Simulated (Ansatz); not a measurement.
Values for one crystal, relaxed and computed with the program Ansatz at the r²SCAN level (PAW); other levels are named.

- Volume per atom = 15.89 Å³
- Electronic character = metallic (no gap)
- Mechanical stability = stable (all eigenvalues of C positive)
- Density of states at the Fermi level = 0.34 states/eV per atom (mean over ±0.08 eV)
- Poisson's ratio = 0.30
- Pressure derivative B′ = 4.6
- Young's modulus = 109 GPa

Task: Which of these materials gives this?
(A) Ni, fcc (Cu type)
(B) Al, fcc (Cu type)
(C) Au, fcc (Cu type)
(D) Ir, fcc (Cu type)

Result: B, Al, fcc (Cu type)

Space group Fm-3m (fcc (Cu type)). The r²SCAN relaxation kept the symmetry of its start.

Potentials: the earlier of the program's two PAW sets.
